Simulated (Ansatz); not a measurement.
## Zone-centre phonons of Ta₂O₅: input and output

All numbers below come from DFT PBEsol, scalar-relativistic, plane waves, PAW in Ansatz 0.2.0.

Launched with:
```bash
ansatz run input.yaml --threads 4 --pin off --max-ram 12288MiB --backend cpu --events-out ev --progress --plain --runs-dir out
```

Input (bare energies are in eV):
```yaml
crystal:
  lattice:
    - [6.4089579686, -2.4341532041, 0.0349730729]
    - [6.4089579686, 2.4341532041, 0.0349730729]
    - [-1.3361237434, 0.0, 5.3615667851]
  atoms:
    - { symbol: Ta, position: [0.895184265, 0.3859495355, 0.7676275019] }
    - { symbol: Ta, position: [0.6140504645, 0.104815735, 0.7323724981] }
    - { symbol: Ta, position: [0.104815735, 0.6140504645, 0.2323724981] }
    - { symbol: Ta, position: [0.3859495355, 0.895184265, 0.2676275019] }
    - { symbol: O, position: [0.8969634872, 0.1030365128, 0.75] }
    - { symbol: O, position: [0.1030365128, 0.8969634872, 0.25] }
    - { symbol: O, position: [0.3364886188, 0.4419870864, 0.5223078055] }
    - { symbol: O, position: [0.5580129136, 0.6635113812, -0.0223078055] }
    - { symbol: O, position: [0.6635113812, 0.5580129136, 0.4776921945] }
    - { symbol: O, position: [0.4419870864, 0.3364886188, 1.0223078055] }
    - { symbol: O, position: [0.8656433103, 0.7240537527, 0.8719506077] }
    - { symbol: O, position: [0.2759462473, 0.1343566897, 0.6280493923] }
    - { symbol: O, position: [0.1343566897, 0.2759462473, 0.1280493923] }
    - { symbol: O, position: [0.7240537527, 0.8656433103, 0.3719506077] }
basis:
  ecutwfc: 420
kpoints:
  mp_grid: { grid: [6, 6, 4] }
hamiltonian:
  xc: pbesol
scf:
  occupations: { method: fixed }
output:
  eigenvalues: true
phonons:
  method: dfpt
  dielectric: true
  rigid_motions: translations
```

The end of the output:
```
--- Phonons (Γ-DFPT): 12 representative perturbations + reference, on 76 of 144 k-points (Σ response iterations 48) ---
  k mesh reduced under 1 symmetry operation, with k and −k counted as one. Each operation leaves every solved perturbation unchanged. A smaller set is not considered because the run solves the response ...
  ASR residual: 9.017e-5 → 0.000e0 eV/Å²; symmetrization residual: 3.512e-6 eV/Å²
  ASR residual per site (eV/Å²): 9.02e-5 9.02e-5 9.02e-5 9.02e-5 4.09e-5 4.09e-5 3.43e-5 3.43e-5 3.43e-5 3.43e-5 2.46e-5 2.46e-5 2.46e-5 2.46e-5
  Γ frequencies (cm⁻¹): 0.00 0.00 0.00 82.23 87.43 96.22 140.80 149.76 176.89 193.66 198.80 212.19 215.16 221.69 223.02 235.32 254.21 276.09 286.84 303.99 310.18 314.79 368.85 373.72 397.74 424.08 434.09 434.16 442.38 447.67 455.19 464.42 ...
  ε∞ (high-frequency dielectric tensor):
        5.802659     0.000000    -0.519437
        0.000000     5.463452    -0.000000
       -0.519437    -0.000000     5.720405
  ε⁰ (static dielectric tensor: ions relaxed, cell fixed):
       35.425014    -0.000000   -12.946006
       -0.000000    29.764322    -0.000000
      -12.946006    -0.000000    32.361617
  ε⁰ − ε∞ (ionic part):
       29.622356    -0.000000   -12.426569
       -0.000000    24.300870     0.000000
      -12.426569     0.000000    26.641211
  softest optical mode at Γ: 82.23 cm⁻¹; the repairs (sum rule, projections) moved no ω² at Γ by more than (1.81 cm⁻¹)²
  Born effective charges Z* (e; rows j = field, columns β = displacement):
    site 0:
         7.38196    0.31993   -0.74850
        -0.73206    6.98913   -0.40012
        -0.79276    0.88020    7.24477
    site 1:
         7.38196   -0.31993   -0.74850
         0.73206    6.98913    0.40012
        -0.79276   -0.88020    7.24477
    site 2:
         7.38196    0.31993   -0.74850
        -0.73206    6.98913   -0.40012
        -0.79276    0.88020    7.24477
    site 3:
         7.38196   -0.31993   -0.74850
         0.73206    6.98913    0.40012
        -0.79276   -0.88020    7.24477
    site 4:
        -6.12142   -0.00000   -0.19904
         0.00000   -1.41607    0.00000
        -0.17434    0.00000   -1.09816
    site 5:
        -6.12142   -0.00000   -0.19904
         0.00000   -1.41607    0.00000
        -0.17434    0.00000   -1.09816
    site 6:
        -1.32767   -0.80293    0.86748
        -0.45222   -2.95631    1.99503
         0.61918    2.47053   -3.95316
    site 7:
        -1.32767    0.80293    0.86748
         0.45222   -2.95631   -1.99503
         0.61918   -2.47053   -3.95316
    site 8:
        -1.32767   -0.80293    0.86748
        -0.45222   -2.95631    1.99503
         0.61918    2.47053   -3.95316
    site 9:
        -1.32767    0.80293    0.86748
         0.45222   -2.95631   -1.99503
         0.61918   -2.47053   -3.95316
    site 10:
        -2.99357   -1.51752   -0.01946
        -1.22160   -3.32478    1.44279
         0.26075    1.00736   -2.74253
    site 11:
        -2.99357    1.51752   -0.01946
         1.22160   -3.32478   -1.44279
         0.26075   -1.00736   -2.74253
    site 12:
        -2.99357   -1.51752   -0.01946
        -1.22160   -3.32478    1.44279
         0.26075    1.00736   -2.74253
    site 13:
        -2.99357    1.51752   -0.01946
         1.22160   -3.32478   -1.44279
         0.26075   -1.00736   -2.74253
  Z* charge neutrality: 1.325e-2 e pre-enforcement
  solved inside a basis spanned on kpoints, on 6×6×4 k-points, its susceptibility summed on 8×8×6: ε∞ is read to err by 2.8e-2, Z* by 4.2e-2 e (field_mesh: kpoints solves on kpoints); Z* is corrected for ...
  optical modes at Γ without the LO–TO term, one row a degenerate level:
      ω (cm⁻¹) modes IR ((D/Å)²/amu)
         82.23      1             0.0000
         87.43      1             0.0000
         96.22      1             0.0000
        140.80      1             0.0000
        149.76      1             5.7802
        176.89      1             0.0000
        193.66      1            23.2995
        198.80      1            64.7559
        212.19      1             5.0267
        215.16      1            33.7725
        221.69      1             0.0000
        223.02      1             0.0000
        235.32      1             0.0000
        254.21      1            71.2393
        276.09      1             0.0000
        286.84      1             7.8738
        303.99      1             0.0000
        310.18      1             0.9915
        314.79      1            52.4697
        368.85      1             0.0000
        373.72      1             0.0000
        397.74      1            13.0093
        424.08      1             0.0000
        434.09      1            17.0494
        434.16      1             0.0000
        442.38      1             0.0000
        447.67      1            37.7624
        455.19      1            17.9715
        464.42      1             0.0000
        475.56      1            88.6988
        489.84      1            32.3186
        560.46      1             0.0000
        582.88      1             0.0000
        637.73      1             0.0000
        704.51      1             0.0000
        710.09      1            92.6657
        812.73      1            26.4535
        906.72      1            26.5887
        943.48      1             0.0000
  optical modes at Γ + LO–TO along q̂ = [1.0000, 0.0000, 0.0000]:
      ω (cm⁻¹) modes IR ((D/Å)²/amu)
         82.23      1             0.0000
         87.43      1             0.0000
         96.22      1             0.0000
        140.80      1             0.0000
        149.76      1             5.7802
        176.89      1             0.0000
        194.24      1             5.4726
        206.12      1            28.9067
        212.19      1             5.0267
        221.69      1             0.0000
        223.02      1             0.0000
        235.32      1             0.0000
        254.21      1            71.2393
        270.03      1            24.1741
        276.09      1             0.0000
        289.12      1            23.1947
        303.99      1             0.0000
        310.18      1             0.9915
        355.45      1            12.1615
        368.85      1             0.0000
        373.72      1             0.0000
        397.74      1            13.0093
        424.08      1             0.0000
        434.09      1            17.0494
        434.16      1             0.0000
        442.38      1             0.0000
        455.19      1            17.9715
        457.58      1            15.7560
        464.42      1             0.0000
        489.84      1            32.3186
        560.46      1             0.0000
        582.88      1             0.0000
        637.73      1             0.0000
        687.48      1            56.5200
        704.51      1             0.0000
        719.89      1           120.2598
        902.42      1           141.3065
        906.72      1            26.5887
        943.48      1             0.0000
  optical modes at Γ + LO–TO along q̂ = [0.0000, 1.0000, 0.0000]:
      ω (cm⁻¹) modes IR ((D/Å)²/amu)
         82.23      1             0.0000
         87.43      1             0.0000
         96.22      1             0.0000
        140.80      1             0.0000
        156.18      1             0.1185
        176.89      1             0.0000
        193.66      1            23.2995
        198.80      1            64.7559
        214.74      1             0.0415
        215.16      1            33.7725
        221.69      1             0.0000
        223.02      1             0.0000
        235.32      1             0.0000
        276.09      1             0.0000
        286.84      1             7.8738
        303.99      1             0.0000
        308.90      1             0.1105
        314.79      1            52.4697
        343.85      1             4.1369
        368.85      1             0.0000
        373.72      1             0.0000
        409.28      1             0.8604
        424.08      1             0.0000
        434.16      1             0.0000
        442.38      1             0.0000
        443.73      1             0.4199
        447.67      1            37.7624
        464.42      1             0.0000
        472.05      1             0.8994
        475.56      1            88.6988
        560.46      1             0.0000
        582.88      1             0.0000
        637.73      1             0.0000
        689.26      1            98.0449
        704.51      1             0.0000
        710.09      1            92.6657
        812.73      1            26.4535
        943.48      1             0.0000
        969.77      1            85.3432
  optical modes at Γ + LO–TO along q̂ = [0.0000, 0.0000, 1.0000]:
      ω (cm⁻¹) modes IR ((D/Å)²/amu)
         82.23      1             0.0000
         87.43      1             0.0000
         96.22      1             0.0000
        140.80      1             0.0000
   ...
```

The run took 20 min on 4 threads of Intel(R) Xeon(R) Processor @ 2.50GHz (Skylake/Cascade Lake) (shared host), peak memory 3.8 GiB.

Spin–orbit coupling is left out, which matters for heavy elements.